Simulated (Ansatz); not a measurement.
ZrGeS:
```xyz
6
Lattice="3.6400 0.0000 0.0000 0.0000 3.6400 0.0000 0.0000 0.0000 8.0647" Properties=species:S:1:pos:R:3 pbc="T T T"
Zr     0.0000     1.8200     5.8496
Zr     1.8200     0.0000     2.2152
Ge     1.8200     1.8200     0.0000
Ge     0.0000     0.0000     0.0000
S      0.0000     1.8200     3.0517
S      1.8200     0.0000     5.0130
```

Relaxed with r²SCAN. Special points in fractions of this cell's reciprocal vectors: Γ (0.000, 0.000, 0.000); X (0.000, 0.500, 0.000); M (0.500, 0.500, 0.000); Z (0.000, 0.000, 0.500); R (0.000, 0.500, 0.500); A (0.500, 0.500, 0.500).

**Question.** List the band energies nearest the Fermi level at these points for DFT-r²SCAN in the program Ansatz with PAW potentials.

**Answer.** In eV from the Fermi level; about four levels below and three above (degenerate sets whole), none deeper than 8.9 eV; points with the same levels are listed once.

```tsv
k	below	above
Γ	-2.56 -2.56 -2.34 -1.38 -0.22	0.69 1.03 1.20 1.20
X	-1.98 -1.98 -0.62 -0.62	0.68 0.68 2.00 2.00
M	-4.11 -4.11 -2.54 -2.54	2.68 2.68 2.88 2.88
Z	-3.02 -3.02 -2.61 -2.54 -2.54	0.25 1.06 1.22
R	-2.16 -2.16 -0.36 -0.36	0.82 0.82 1.87 1.87
A	-3.95 -3.95 -2.60 -2.60	1.68 1.68 2.70 2.70
```

Space group P4/nmm. The first step of the workflow began from a Materials Project structure, measured or hypothetical; the Crystallography Open Database files this formula in space group No. 129, but the cells were not matched. Whether it is the stable phase at ambient conditions was not checked. Symmetry was held in the r²SCAN relaxation; whether a distortion lowers the energy is not shown. The run is not spin-polarised. Scalar-relativistic: spin–orbit coupling is off unless named, which matters more the heavier the elements.

Potentials: the earlier of the program's two PAW sets.
